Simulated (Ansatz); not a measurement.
GaN (rock salt)

```yaml
crystal:
  lattice:
    - [0.00000, 2.09048, 2.09048]
    - [2.09048, 0.00000, 2.09048]
    - [2.09048, 2.09048, 0.00000]
  atoms:
    - { symbol: Ga, position: [0.00000, 0.00000, 0.00000] }
    - { symbol: N, position: [0.50000, 0.50000, 0.50000] }
```

The slice is a {100} plane (indices of the conventional cell) through the point (0.500, 0.500, 0.500) (fractional), spanned by u = [100] and v = [0 1 -1] in vectors of this cell: u (2.96 Å) and v (2.96 Å, at 90° to u). It covers one period; positions are fractions (u, v).

Computed with LDA (plane waves to 420 eV, PAW, scalar-relativistic; Ansatz, a quantum-chemistry and plane-wave program). k mesh 14×14×14. These are valence fields of a PAW run, semicore shells included where kept as valence: close to a nucleus they are smooth pseudo fields. GaN was relaxed with its symmetry unable to fall. This is one of several known forms of GaN; the measured ambient cells at hand have space group No. 186 or 216.

Three fields on this plane, each scaled to ten steps between its own extremes (0 low, 9 high; the total valence density on a logarithmic scale, the potential cut 8 eV below its top; x marks points blanked near nuclei; v = 0 in the bottom row):

Map A
```
|xxxxxxxxx86310001368xxxxxxxx|
|xxxxxxxxx85310001358xxxxxxxx|
|xxxxxxxx9742100012479xxxxxxx|
|xxxxxxxx8531000001358xxxxxxx|
|xxxxxxx963210000012369xxxxxx|
|xxxxxxx64211xxxxx11246xxxxxx|
|xxxxx96421xxxxxxxxx12469xxxx|
|xxx98642xxxxxxxxxxxxx24689xx|
|88875321xxxxxxxxxxxxx1235788|
|6654321xxxxxxxxxxxxxxx123456|
|3322111xxxxxxxxxxxxxxx111223|
|111100xxxxxxxxxxxxxxxxx00111|
|000000xxxxxxxxxxxxxxxxx00000|
|000000xxxxxxxxxxxxxxxxx00000|
|000000xxxxxxxxxxxxxxxxx00000|
|111100xxxxxxxxxxxxxxxxx00111|
|3322111xxxxxxxxxxxxxxx111223|
|6654321xxxxxxxxxxxxxxx123456|
|88875321xxxxxxxxxxxxx1235788|
|xxx98642xxxxxxxxxxxxx24689xx|
|xxxxx96421xxxxxxxxx12469xxxx|
|xxxxxxx64211xxxxx11246xxxxxx|
|xxxxxxx963210000012369xxxxxx|
|xxxxxxxx8531000001358xxxxxxx|
|xxxxxxxx9742100012479xxxxxxx|
|xxxxxxxxx85310001358xxxxxxxx|
|xxxxxxxxx86310001368xxxxxxxx|
|xxxxxxxxx86310001368xxxxxxxx|
```

Map B
```
|xxxxxxxxx99999999999xxxxxxxx|
|xxxxxxxxx88888888888xxxxxxxx|
|xxxxxxxx7777666667777xxxxxxx|
|xxxxxxxx6654332334566xxxxxxx|
|xxxxxxx554200000002455xxxxxx|
|xxxxxxx42000xxxxx00024xxxxxx|
|xxxxx54200xxxxxxxxx00245xxxx|
|xxx76520xxxxxxxxxxxxx02567xx|
|98876400xxxxxxxxxxxxx0046788|
|9987520xxxxxxxxxxxxxxx025789|
|9987400xxxxxxxxxxxxxxx004789|
|998630xxxxxxxxxxxxxxxxx03689|
|998630xxxxxxxxxxxxxxxxx03689|
|998620xxxxxxxxxxxxxxxxx02689|
|998630xxxxxxxxxxxxxxxxx03689|
|998630xxxxxxxxxxxxxxxxx03689|
|9987400xxxxxxxxxxxxxxx004789|
|9987520xxxxxxxxxxxxxxx025789|
|98876400xxxxxxxxxxxxx0046788|
|xxx76520xxxxxxxxxxxxx02567xx|
|xxxxx54200xxxxxxxxx00245xxxx|
|xxxxxxx42000xxxxx00024xxxxxx|
|xxxxxxx554200000002455xxxxxx|
|xxxxxxxx6654332334566xxxxxxx|
|xxxxxxxx7777666667777xxxxxxx|
|xxxxxxxxx88888888888xxxxxxxx|
|xxxxxxxxx99999999999xxxxxxxx|
|xxxxxxxxx99999999999xxxxxxxx|
```

Map C
```
|xxxxxxxxx75310001357xxxxxxxx|
|xxxxxxxxx75311011357xxxxxxxx|
|xxxxxxxx9753211123579xxxxxxx|
|xxxxxxxx8754333334578xxxxxxx|
|xxxxxxx987655555556789xxxxxx|
|xxxxxxx98777xxxxx77789xxxxxx|
|xxxxx99888xxxxxxxxx88899xxxx|
|xxx98888xxxxxxxxxxxxx88889xx|
|77777778xxxxxxxxxxxxx8777777|
|5555567xxxxxxxxxxxxxxx765555|
|3333457xxxxxxxxxxxxxxx754333|
|111235xxxxxxxxxxxxxxxxx53211|
|000135xxxxxxxxxxxxxxxxx53100|
|000135xxxxxxxxxxxxxxxxx53100|
|000135xxxxxxxxxxxxxxxxx53100|
|111235xxxxxxxxxxxxxxxxx53211|
|3333457xxxxxxxxxxxxxxx754333|
|5555567xxxxxxxxxxxxxxx765555|
|77777778xxxxxxxxxxxxx8777777|
|xxx98888xxxxxxxxxxxxx88889xx|
|xxxxx99888xxxxxxxxx88899xxxx|
|xxxxxxx98777xxxxx77789xxxxxx|
|xxxxxxx987655555556789xxxxxx|
|xxxxxxxx8754333334578xxxxxxx|
|xxxxxxxx9753211123579xxxxxxx|
|xxxxxxxxx75311011357xxxxxxxx|
|xxxxxxxxx75310001357xxxxxxxx|
|xxxxxxxxx75310001357xxxxxxxx|
```

**Question.** Assign the maps to these fields: electron localisation function (ELF); valence electron density; electrostatic potential energy of an electron, from the cell's mean.

**Answer.** A is the electron localisation function (ELF); B is the electrostatic potential energy of an electron, from the cell's mean; C is the valence electron density.
